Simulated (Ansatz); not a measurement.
Relaxed-ion elastic tensor of Na2PdC2 in space group P-3m1 (No. 164; Na on 2d, Pd on 1a, C on 2c) in GPa (Voigt order), DFT-PBEsol in the program Ansatz with PAW potentials; density 3.27 g/cm³, 17.91 Å³ per atom.

```json
[
 {"": "1", "1": "47.2", "2": "20.7", "3": "16.2", "4": "6.2", "5": "0.0", "6": "0.0"},
 {"": "2", "1": "20.7", "2": "47.2", "3": "16.2", "4": "-6.2", "5": "0.0", "6": "0.0"},
 {"": "3", "1": "16.2", "2": "16.2", "3": "379", "4": "0.0", "5": "0.0", "6": "0.0"},
 {"": "4", "1": "6.2", "2": "-6.2", "3": "0.0", "4": "9.3", "5": "0.0", "6": "0.0"},
 {"": "5", "1": "0.0", "2": "0.0", "3": "0.0", "4": "0.0", "5": "9.3", "6": "6.2"},
 {"": "6", "1": "0.0", "2": "0.0", "3": "0.0", "4": "0.0", "5": "6.2", "6": "13.2"}
]
```

Is the crystal mechanically stable?

Yes: the smallest eigenvalue of C is 4.7 GPa.

Work out the Voigt and Reuss bounds. Is their mean of use?

K_V = 64.4, K_R = 33.1; G_V = 34.4, G_R = 9.0 GPa. The bounds lie so far apart that a Hill average or a Debye temperature from it would say little.

The first step of the workflow began from a Materials Project structure, measured or hypothetical; the Crystallography Open Database copy checked does not list it. Its standing as an ambient phase is unchecked. The cell was relaxed with PBEsol under the symmetry of its start; its stability against distortions is not shown here. No spin polarisation was allowed.

Potentials: the later of the program's two PAW sets.
